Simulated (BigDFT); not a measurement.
**What cheaper set-ups change for Zn(Br) (BrZn)**

```xyz
2

Zn    -0.8080    -0.6068    -0.6884
Br     0.8080     0.6068     0.6884
```
Charge 0, spin multiplicity 2.

Base run: PBE, Daubechies wavelet basis, HGH (Krack) norm-conserving potentials made for PBE, isolated boundary conditions in BigDFT. Its settings: basis = Daubechies wavelets; dft.hgrids = 0.363 bohr; dft.rmult = 7 8; dft.ixc = 11; dft.nspin = 2; dft.mpol = 1; potentials = built-in HGH-K PBE; boundary_conditions = free; dft.gnrm_cv = 1e-04; dft.itermax = 80; dft.idsx = 6; dft.nrepmax = 3.

The grid can part forces that symmetry would make equal. The geometry comes from a cheaper method or was typed, in some cases with atoms then moved at random; it is not relaxed at this level, and the species need not be a known compound. At such grid spacings the totals of these hard atoms are unconverged, and differences carry grid noise.

Runs, by their change from the base:
- A: dft.hgrids: 0.363 bohr → 0.489 bohr; dft.rmult: 7 8 → 4 6
- B: dft.hgrids: 0.363 bohr → 0.58 bohr; dft.rmult: 7 8 → 3.5 5
- C: dft.hgrids: 0.363 bohr → 0.417 bohr; dft.rmult: 7 8 → 5 7
- D: dft.rmult: 7 8 → 6 8
- E: base settings
- F: dft.hgrids: 0.363 bohr → 0.308 bohr; dft.rmult: 7 8 → 7 9

Differences from run F, taken as the yardstick (the dearest here, which need not be the most accurate); core times are rough figures from one shared machine:

| run | core time (% of F) | Δ energy (meV/atom) | largest change of a force vector (eV/Å) |
|---|---|---|---|
| A | 10 | 9110.9 | 14.285 |
| B | 10 | 42185.4 | 57.806 |
| C | 20 | 1552.3 | 0.175 |
| D | 40 | 357.0 | 0.230 |
| E | 60 | 402.9 | 0.040 |
| F | 100 | 0.0 | 0.000 |
